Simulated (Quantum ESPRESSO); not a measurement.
SiAsO3F3 (made-up cell, one site empty), Ga4NO4F (made-up cell) (calculated)

Calculation on a made-up crystal cell, not a measurement, run twice, once with a planted mistake found by running each candidate: periodic Kohn-Sham density functional theory in plane waves with PseudoDojo standard norm-conserving scalar-relativistic pseudopotentials, each functional with its own files (v0.5 for PBE, v0.4.1 for LDA and PBEsol), no spin polarisation, no spin-orbit coupling, atoms not relaxed, stress positive in tension, energies less a fixed whole-eV offset for each atom's element; levels are Kohn-Sham levels at fractions of this cell's reciprocal vectors, counted from the reference band (half the neutral cell's valence electrons, rounded up) at Gamma; error bars cover cutoff and k-mesh only, not smearing or the files; each bar is the largest change over components, and at least 0.002 eV, 0.002 eV per angstrom or 0.02 GPa; a charged cell sits in a uniform background, with energy and stress on this program's zero of potential; no dispersion term; energies are for the whole cell, and the offsets were chosen from early runs and are not element reference energies; a distance is the largest change of any value in units of its error bar (the energy's for the smearing term), a scale change is of lengths, and a coarse mesh keeps the half-step shift. Program: Quantum ESPRESSO 7.5.

Common to all entries: intended functional pbe; intended cutoff 1143 eV; intended fermi dirac smearing 0.025 eV; intended scf tolerance 1e-07 eV; intended electrons removed 0; healthy scf iterations 14; healthy smearing term minus ts 0 eV; candidate k points along each vector 2; candidate functional lda; candidate first exchanged site 6; structure shown as intended, without the mistake.

(1) SiAsO3F3 (made-up cell, one site empty)

Intended structure:
```xyz
8
Lattice="5.0739 -0.0620 -0.0703 -2.5907 4.5026 0.0262 -0.0771 -0.0113 5.4803" Properties=species:S:1:pos:R:3 SiAsO3F3
As     2.3326     0.0048     3.5309
Si     1.3489     2.4240     0.0299
F      1.4804     1.1349     4.0789
O      3.2100     0.5581     2.4643
F      2.6782     2.6482     0.6080
F      0.2661     1.8830     1.1672
O     -1.2253     3.3264     2.9791
O      0.6607     3.8299     4.8217
```

* lattice type: quartz
* empty site: 2
* healthy free energy less offsets: 28.265 eV
* healthy pressure: 17.49 GPa
* healthy stress xx: -23.13 GPa
* healthy stress yy: -16.64 GPa
* healthy stress zz: -12.69 GPa
* healthy stress yz: -4.18 GPa
* healthy stress xz: 6.43 GPa
* healthy stress xy: 3.75 GPa
* healthy reference band: 29
* faulty free energy less offsets: 27.875 eV
* faulty scf iterations: 13
* faulty smearing term minus ts: -0.987 eV
* faulty pressure: 19.85 GPa
* faulty stress xx: -24.38 GPa
* faulty stress yy: -18.97 GPa
* faulty stress zz: -16.2 GPa
* faulty stress yz: -5.37 GPa
* faulty stress xz: 7.09 GPa
* faulty stress xy: 3.54 GPa
* faulty reference band: 29
* candidate cutoff: 654 eV
* candidate smearing: 0.56 eV
* candidate scf tolerance: 0.7 eV
* candidate electrons removed: -1
* candidate scale change: 1.43 percent
* candidate second exchanged site: 8
* intended k mesh: 5 x 5 x 4, shifted by half a step
* fault kind: wide smearing
* other mistakes compared: 7
* distance from healthy: 679.1 error bars
* distance from nearest other mistake: 697.8 error bars
* healthy error bar energy: 0.003832 eV
* healthy error bar stress: 0.02 GPa
* healthy error bar force: 0.00213 eV/Å
* healthy error bar next band up: 0.002 eV

Atoms:
| atoms element | atom site | atom energy offset (eV) |
| --- | --- | --- |
| As | 1 | -2887 |
| Si | 3 | -115 |
| F | 4 | -677 |
| O | 5 | -452 |
| F | 6 | -677 |
| F | 7 | -677 |
| O | 8 | -452 |
| O | 9 | -452 |

Healthy forces:
| site | x (eV/Å) | y (eV/Å) | z (eV/Å) |
| --- | --- | --- | --- |
| 1 | 1.837 | -14.752 | -3.7 |
| 3 | -7.166 | 2.249 | -0.281 |
| 4 | -8.1 | 11.236 | 7.06 |
| 5 | 6.238 | 4.343 | -6.38 |
| 6 | 4.049 | 0.145 | 1.066 |
| 7 | 2.146 | 0.167 | -2.568 |
| 8 | -1.512 | -0.487 | 1.244 |
| 9 | 2.508 | -2.901 | 3.559 |

Healthy levels:
| level k point | next band up (eV) |
| --- | --- |
| Gamma | 0.878 |
| (1/2,1/2,1/2) | 1.897 |
| (0.15,0,0) | 1.02 |
| (0,0.15,0) | 1.11 |
| (0,0,0.15) | 1.024 |

Faulty forces:
| site | x (eV/Å) | y (eV/Å) | z (eV/Å) |
| --- | --- | --- | --- |
| 1 | 1.973 | -13.956 | -2.254 |
| 3 | -7.129 | 1.843 | -0.069 |
| 4 | -7.731 | 10.206 | 5.929 |
| 5 | 6.28 | 4.222 | -6.746 |
| 6 | 4.337 | 0.452 | 1.323 |
| 7 | 1.836 | 0.247 | -2.025 |
| 8 | -1.623 | -0.813 | 0.776 |
| 9 | 2.058 | -2.202 | 3.066 |

Faulty levels:
| level k point | next band up (eV) |
| --- | --- |
| Gamma | 1.572 |
| (1/2,1/2,1/2) | 2.724 |
| (0.15,0,0) | 1.715 |
| (0,0.15,0) | 1.81 |
| (0,0,0.15) | 1.714 |

Candidate mistake: coarse kmesh, low cutoff, wide smearing, wrong functional, loose scf, wrong charge, cell scaled, atoms exchanged

(2) SiAsO3F3 (made-up cell, one site empty)

Structure as in entry 1.

* lattice type: quartz
* empty site: 2
* healthy free energy less offsets: 28.265 eV
* healthy pressure: 17.49 GPa
* healthy stress xx: -23.13 GPa
* healthy stress yy: -16.64 GPa
* healthy stress zz: -12.69 GPa
* healthy stress yz: -4.18 GPa
* healthy stress xz: 6.43 GPa
* healthy stress xy: 3.75 GPa
* healthy reference band: 29
* faulty free energy less offsets: 28.288 eV
* faulty scf iterations: 6
* faulty smearing term minus ts: 0 eV
* faulty pressure: 16.32 GPa
* faulty stress xx: -21.75 GPa
* faulty stress yy: -15.53 GPa
* faulty stress zz: -11.68 GPa
* faulty stress yz: -5.16 GPa
* faulty stress xz: 6.68 GPa
* faulty stress xy: 5.03 GPa
* faulty reference band: 29
* candidate cutoff: 654 eV
* candidate smearing: 0.56 eV
* candidate scf tolerance: 0.7 eV
* candidate electrons removed: -1
* candidate scale change: 1.43 percent
* candidate second exchanged site: 8
* intended k mesh: 5 x 5 x 4, shifted by half a step
* fault kind: loose scf
* other mistakes compared: 7
* distance from healthy: 232.5 error bars
* distance from nearest other mistake: 213.8 error bars
* healthy error bar energy: 0.003832 eV
* healthy error bar stress: 0.02 GPa
* healthy error bar force: 0.00213 eV/Å
* healthy error bar next band up: 0.002 eV

Atoms:
| atoms element | atom site | atom energy offset (eV) |
| --- | --- | --- |
| As | 1 | -2887 |
| Si | 3 | -115 |
| F | 4 | -677 |
| O | 5 | -452 |
| F | 6 | -677 |
| F | 7 | -677 |
| O | 8 | -452 |
| O | 9 | -452 |

Healthy forces:
| site | x (eV/Å) | y (eV/Å) | z (eV/Å) |
| --- | --- | --- | --- |
| 1 | 1.837 | -14.752 | -3.7 |
| 3 | -7.166 | 2.249 | -0.281 |
| 4 | -8.1 | 11.236 | 7.06 |
| 5 | 6.238 | 4.343 | -6.38 |
| 6 | 4.049 | 0.145 | 1.066 |
| 7 | 2.146 | 0.167 | -2.568 |
| 8 | -1.512 | -0.487 | 1.244 |
| 9 | 2.508 | -2.901 | 3.559 |

Healthy levels:
| level k point | next band up (eV) |
| --- | --- |
| Gamma | 0.878 |
| (1/2,1/2,1/2) | 1.897 |
| (0.15,0,0) | 1.02 |
| (0,0.15,0) | 1.11 |
| (0,0,0.15) | 1.024 |

Faulty forces:
| site | x (eV/Å) | y (eV/Å) | z (eV/Å) |
| --- | --- | --- | --- |
| 1 | 1.48 | -14.618 | -4.195 |
| 3 | -7.143 | 2.149 | -0.156 |
| 4 | -7.983 | 11.031 | 6.744 |
| 5 | 6.217 | 4.257 | -6.246 |
| 6 | 4.398 | 0.244 | 1.397 |
| 7 | 1.995 | 0.159 | -2.218 |
| 8 | -1.39 | -0.439 | 1.29 |
| 9 | 2.426 | -2.783 | 3.384 |

Faulty levels:
| level k point | next band up (eV) |
| --- | --- |
| Gamma | 0.505 |
| (1/2,1/2,1/2) | 1.456 |
| (0.15,0,0) | 0.653 |
| (0,0.15,0) | 0.735 |
| (0,0,0.15) | 0.656 |

Candidate mistake: coarse kmesh, low cutoff, wide smearing, wrong functional, loose scf, wrong charge, cell scaled, atoms exchanged

(3) SiAsO3F3 (made-up cell, one site empty)

Structure as in entry 1.

- lattice type: quartz
- empty site: 2
- healthy free energy less offsets: 28.265 eV
- healthy pressure: 17.49 GPa
- healthy stress xx: -23.13 GPa
- healthy stress yy: -16.64 GPa
- healthy stress zz: -12.69 GPa
- healthy stress yz: -4.18 GPa
- healthy stress xz: 6.43 GPa
- healthy stress xy: 3.75 GPa
- healthy reference band: 29
- faulty free energy less offsets: 27.779 eV
- faulty scf iterations: 14
- faulty smearing term minus ts: 0 eV
- faulty pressure: 11.52 GPa
- faulty stress xx: -16.11 GPa
- faulty stress yy: -11.03 GPa
- faulty stress zz: -7.41 GPa
- faulty stress yz: -4.4 GPa
- faulty stress xz: 5.59 GPa
- faulty stress xy: 3.88 GPa
- faulty reference band: 29
- candidate cutoff: 654 eV
- candidate smearing: 0.56 eV
- candidate scf tolerance: 0.7 eV
- candidate electrons removed: -1
- candidate scale change: 1.43 percent
- candidate second exchanged site: 8
- intended k mesh: 5 x 5 x 4, shifted by half a step
- fault kind: cell scaled
- other mistakes compared: 7
- distance from healthy: 678.3 error bars
- distance from nearest other mistake: 672.6 error bars
- healthy error bar energy: 0.003832 eV
- healthy error bar stress: 0.02 GPa
- healthy error bar force: 0.00213 eV/Å
- healthy error bar next band up: 0.002 eV

Atoms:
| atoms element | atom site | atom energy offset (eV) |
| --- | --- | --- |
| As | 1 | -2887 |
| Si | 3 | -115 |
| F | 4 | -677 |
| O | 5 | -452 |
| F | 6 | -677 |
| F | 7 | -677 |
| O | 8 | -452 |
| O | 9 | -452 |

Healthy forces:
| site | x (eV/Å) | y (eV/Å) | z (eV/Å) |
| --- | --- | --- | --- |
| 1 | 1.837 | -14.752 | -3.7 |
| 3 | -7.166 | 2.249 | -0.281 |
| 4 | -8.1 | 11.236 | 7.06 |
| 5 | 6.238 | 4.343 | -6.38 |
| 6 | 4.049 | 0.145 | 1.066 |
| 7 | 2.146 | 0.167 | -2.568 |
| 8 | -1.512 | -0.487 | 1.244 |
| 9 | 2.508 | -2.901 | 3.559 |

Healthy levels:
| level k point | next band up (eV) |
| --- | --- |
| Gamma | 0.878 |
| (1/2,1/2,1/2) | 1.897 |
| (0.15,0,0) | 1.02 |
| (0,0.15,0) | 1.11 |
| (0,0,0.15) | 1.024 |

Faulty forces:
| site | x (eV/Å) | y (eV/Å) | z (eV/Å) |
| --- | --- | --- | --- |
| 1 | 1.807 | -13.665 | -4.123 |
| 3 | -6.464 | 2.488 | 0.112 |
| 4 | -7.114 | 9.985 | 6.426 |
| 5 | 5.034 | 3.607 | -4.935 |
| 6 | 2.874 | -0.023 | 0.626 |
| 7 | 2.414 | 0.37 | -2.809 |
| 8 | -0.868 | 0.211 | 1.492 |
| 9 | 2.317 | -2.972 | 3.212 |

Faulty levels:
| level k point | next band up (eV) |
| --- | --- |
| Gamma | 0.672 |
| (1/2,1/2,1/2) | 1.624 |
| (0.15,0,0) | 0.802 |
| (0,0.15,0) | 0.888 |
| (0,0,0.15) | 0.811 |

Candidate mistake: coarse kmesh, low cutoff, wide smearing, wrong functional, loose scf, wrong charge, cell scaled, atoms exchanged

(4) Ga4NO4F (made-up cell)

Intended structure:
```xyz
10
Lattice="2.6025 1.5026 4.6736 -2.6025 1.5026 4.6736 0.0000 -3.0051 4.6736" Properties=species:S:1:pos:R:3 Ga4NO4F
Ga    -0.0347     0.1506     4.9513
Ga    -0.0780    -0.0312     2.1307
Ga     0.0766     0.0489     9.1053
Ga     0.0371     0.0237    11.9989
O     -0.9926     1.4141     8.1237
N     -0.7942    -1.6397     8.0818
F      1.8918     0.0265     8.2984
O      0.9984    -1.5295     5.7691
O      0.8728     1.6184     5.7776
O     -1.7935    -0.1328     5.8451
```

- lattice type: corundum
- healthy free energy less offsets: 8.43 eV
- healthy pressure: -7.18 GPa
- healthy stress xx: 8.86 GPa
- healthy stress yy: 7.98 GPa
- healthy stress zz: 4.72 GPa
- healthy stress yz: -2.83 GPa
- healthy stress xz: 4.63 GPa
- healthy stress xy: -2.36 GPa
- healthy reference band: 44
- faulty free energy less offsets: 116.957 eV
- faulty scf iterations: 12
- faulty smearing term minus ts: 0 eV
- faulty pressure: -694.68 GPa
- faulty stress xx: 695.52 GPa
- faulty stress yy: 695.09 GPa
- faulty stress zz: 693.42 GPa
- faulty stress yz: -3.59 GPa
- faulty stress xz: 4.93 GPa
- faulty stress xy: -2.25 GPa
- faulty reference band: 44
- candidate cutoff: 575 eV
- candidate smearing: 0.31 eV
- candidate scf tolerance: 0.08 eV
- candidate electrons removed: 1
- candidate scale change: -1.7 percent
- candidate second exchanged site: 7
- intended k mesh: 5 x 5 x 5, shifted by half a step
- fault kind: ?

Atoms:
| atoms element | atom site | atom energy offset (eV) |
| --- | --- | --- |
| Ga | 1 | -2080 |
| Ga | 2 | -2080 |
| Ga | 3 | -2080 |
| Ga | 4 | -2080 |
| O | 5 | -452 |
| N | 6 | -283 |
| F | 7 | -677 |
| O | 8 | -452 |
| O | 9 | -452 |
| O | 10 | -452 |

Healthy forces:
| site | x (eV/Å) | y (eV/Å) | z (eV/Å) |
| --- | --- | --- | --- |
| 1 | 0.736 | 0.507 | 0.767 |
| 2 | 1.631 | 2.405 | -1.656 |
| 3 | -3.262 | -0.783 | 0.32 |
| 4 | 0.552 | -2.431 | -0.914 |
| 5 | 0.136 | 0.602 | -0.03 |
| 6 | 1.034 | -0.851 | 1.244 |
| 7 | -0.448 | 0.035 | -0.362 |
| 8 | 0.669 | 0.724 | 0.434 |
| 9 | -0.284 | -0.031 | 0.148 |
| 10 | -0.764 | -0.177 | 0.05 |

Healthy levels:
| level k point | next band up (eV) |
| --- | --- |
| Gamma | 0.574 |
| (1/2,1/2,1/2) | 3.332 |
| (0.15,0,0) | 1.312 |
| (0,0.15,0) | 1.357 |
| (0,0,0.15) | 1.368 |

Faulty forces:
| site | x (eV/Å) | y (eV/Å) | z (eV/Å) |
| --- | --- | --- | --- |
| 1 | 0.546 | 0.356 | 0.909 |
| 2 | 1.807 | 2.399 | -1.672 |
| 3 | -3.078 | -0.629 | 0.361 |
| 4 | 0.314 | -2.435 | -0.756 |
| 5 | 0.348 | 0.703 | -0.177 |
| 6 | 1.258 | -0.931 | 1.356 |
| 7 | -0.593 | -0.024 | -0.464 |
| 8 | 0.568 | 0.592 | 0.406 |
| 9 | -0.279 | 0.107 | -0.027 |
| 10 | -0.891 | -0.137 | 0.066 |

Faulty levels:
| level k point | next band up (eV) |
| --- | --- |
| Gamma | 0.369 |
| (1/2,1/2,1/2) | 3.218 |
| (0.15,0,0) | 1.138 |
| (0,0.15,0) | 1.194 |
| (0,0,0.15) | 1.208 |

Candidate mistake: coarse kmesh, low cutoff, wide smearing, wrong functional, loose scf, wrong charge, cell scaled, atoms exchanged

(5) Ga4NO4F (made-up cell)

Structure as in entry 4.

- lattice type: corundum
- healthy free energy less offsets: 8.43 eV
- healthy pressure: -7.18 GPa
- healthy stress xx: 8.86 GPa
- healthy stress yy: 7.98 GPa
- healthy stress zz: 4.72 GPa
- healthy stress yz: -2.83 GPa
- healthy stress xz: 4.63 GPa
- healthy stress xy: -2.36 GPa
- healthy reference band: 44
- faulty free energy less offsets: 8.402 eV
- faulty scf iterations: 13
- faulty smearing term minus ts: -0.096 eV
- faulty pressure: -6.83 GPa
- faulty stress xx: 8.49 GPa
- faulty stress yy: 7.55 GPa
- faulty stress zz: 4.44 GPa
- faulty stress yz: -2.85 GPa
- faulty stress xz: 4.52 GPa
- faulty stress xy: -2.25 GPa
- faulty reference band: 44
- candidate cutoff: 575 eV
- candidate smearing: 0.31 eV
- candidate scf tolerance: 0.08 eV
- candidate electrons removed: 1
- candidate scale change: -1.7 percent
- candidate second exchanged site: 7
- intended k mesh: 5 x 5 x 5, shifted by half a step
- fault kind: ?

Atoms:
| atoms element | atom site | atom energy offset (eV) |
| --- | --- | --- |
| Ga | 1 | -2080 |
| Ga | 2 | -2080 |
| Ga | 3 | -2080 |
| Ga | 4 | -2080 |
| O | 5 | -452 |
| N | 6 | -283 |
| F | 7 | -677 |
| O | 8 | -452 |
| O | 9 | -452 |
| O | 10 | -452 |

Healthy forces:
| site | x (eV/Å) | y (eV/Å) | z (eV/Å) |
| --- | --- | --- | --- |
| 1 | 0.736 | 0.507 | 0.767 |
| 2 | 1.631 | 2.405 | -1.656 |
| 3 | -3.262 | -0.783 | 0.32 |
| 4 | 0.552 | -2.431 | -0.914 |
| 5 | 0.136 | 0.602 | -0.03 |
| 6 | 1.034 | -0.851 | 1.244 |
| 7 | -0.448 | 0.035 | -0.362 |
| 8 | 0.669 | 0.724 | 0.434 |
| 9 | -0.284 | -0.031 | 0.148 |
| 10 | -0.764 | -0.177 | 0.05 |

Healthy levels:
| level k point | next band up (eV) |
| --- | --- |
| Gamma | 0.574 |
| (1/2,1/2,1/2) | 3.332 |
| (0.15,0,0) | 1.312 |
| (0,0.15,0) | 1.357 |
| (0,0,0.15) | 1.368 |

Faulty forces:
| site | x (eV/Å) | y (eV/Å) | z (eV/Å) |
| --- | --- | --- | --- |
| 1 | 0.75 | 0.48 | 0.785 |
| 2 | 1.636 | 2.358 | -1.67 |
| 3 | -3.232 | -0.763 | 0.326 |
| 4 | 0.524 | -2.417 | -0.926 |
| 5 | 0.133 | 0.605 | -0.028 |
| 6 | 1.017 | -0.815 | 1.244 |
| 7 | -0.441 | 0.039 | -0.357 |
| 8 | 0.645 | 0.71 | 0.445 |
| 9 | -0.289 | -0.028 | 0.148 |
| 10 | -0.742 | -0.169 | 0.033 |

Faulty levels:
| level k point | next band up (eV) |
| --- | --- |
| Gamma | 0.593 |
| (1/2,1/2,1/2) | 3.353 |
| (0.15,0,0) | 1.331 |
| (0,0.15,0) | 1.375 |
| (0,0,0.15) | 1.386 |

Candidate mistake: coarse kmesh, low cutoff, wide smearing, wrong functional, loose scf, wrong charge, cell scaled, atoms exchanged

Question: Estimate the fault kind of Ga4NO4F (made-up cell) (entry 4).
Answer: low cutoff

Question: Ga4NO4F (made-up cell) (entry 5): fault kind?
Answer: wide smearing

Further results for Ga4NO4F (made-up cell) (entry 4):

- other mistakes compared: 7
- distance from healthy: 40243 error bars
- distance from nearest other mistake: 34077 error bars
- healthy error bar energy: 0.002697 eV
- healthy error bar stress: 0.02 GPa
- healthy error bar force: 0.002 eV/Å
- healthy error bar next band up: 0.002 eV

Further results for Ga4NO4F (made-up cell) (entry 5):

* other mistakes compared: 7
* distance from healthy: 35.62 error bars
* distance from nearest other mistake: 35.62 error bars
* healthy error bar energy: 0.002697 eV
* healthy error bar stress: 0.02 GPa
* healthy error bar force: 0.002 eV/Å
* healthy error bar next band up: 0.002 eV
